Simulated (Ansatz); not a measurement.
BaC₂:
Space group R-3m, hexagonal axes (No. 166); a = 5.2010 Å, b = 5.2010 Å, c = 7.4186 Å, α = 90.00°, β = 90.00°, γ = 120.00°

```
atom  site  symmetry       x       y       z
----  ----  --------  ------  ------  ------
Ba      3a       -3m  0.0000  0.0000  0.0000
C       6c        3m  0.0000  0.0000  0.4153
```
(The calculation used a cell of 3 atoms; values per cell refer to that cell.)

This is the r²SCAN-relaxed structure.

Task: All from r²SCAN (plane waves, PAW; program Ansatz), unless another level is named. Predict the electron effective mass with spin–orbit coupling.

Result: 0.39, 0.48, 0.48 mₑ (principal values).

Task: Give the HSE06 gap on the r²SCAN cell.

Result: 2.63 eV.

Task: Predict the conduction-band minimum.

Result: at Γ.

The first step of the workflow began from a Materials Project structure, measured or hypothetical; the Crystallography Open Database copy checked does not list it. Its standing as an ambient phase is unchecked. The r²SCAN relaxation kept the symmetry of its start; phonons on a q-mesh show no instability. Spin–orbit coupling is left out wherever it is not named.

Potentials: the later of the program's two PAW sets.
